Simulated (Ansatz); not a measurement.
Kick test of a cell of SbP

The structure comes from a generated guess, relaxed at this level; another structure or a mixture of phases may lie lower.

These are results of DFT PBE, scalar-relativistic, plane waves, PAW in Ansatz, not measurements. Plane waves to 420 eV, a k mesh through Γ of 18×18×18 on the computed 2-atom cell and Gaussian smearing (0.10 eV); no spin polarisation.

The cell below (2 atoms, space group Fm-3m (No. 225)) is relaxed within its symmetry.

```yaml
crystal:
  lattice:
    - [0.00000, 2.81780, 2.81780]
    - [2.81780, 0.00000, 2.81780]
    - [2.81780, 2.81780, 0.00000]
  atoms:
    - { symbol: Sb, position: [0.50000, 0.50000, 0.50000] }
    - { symbol: P, position: [0.00000, 0.00000, 0.00000] }
```

For the test a repeat of it with 4 atoms (edges 3.98, 3.98, 6.90 Å) was strained at random (σ = 1.5 % a component), the atoms were moved at random (σ = 0.05 Å), and all was relaxed again on a coarse 6×6×6 mesh (in the run’s order of axes) with 0.20 eV smearing, with no symmetry imposed.

These runs have no spin–orbit coupling, which can matter for Sb.

Problem. What happens?

Solution. It doesn't return. The energy falls by 60 meV/atom on that mesh, the volume changes by 6.9 %, and the end has space group R3m (No. 160) at a loose tolerance. Relaxed again on an 18×18×18 mesh with 0.10 eV smearing, the new structure lies 51 meV/atom below the first (mesh in the axes of the run's cell; the cell below is made exact in the group named). Space group R3m (No. 160), trigonal, a = 3.968 Å, c = 10.502 Å. Sb has 3 P at 2.66 Å and 3 P at 3.14 Å; P has 3 Sb at 2.66 Å and 3 Sb at 3.14 Å.

```
CELL_PARAMETERS angstrom
1.98399 1.14546 3.50061
-1.98399 1.14546 3.50061
0.00000 -2.29091 3.50061
ATOMIC_POSITIONS crystal
Sb 0.51874 0.51874 0.51874
P 0.98051 0.98051 0.98051
```
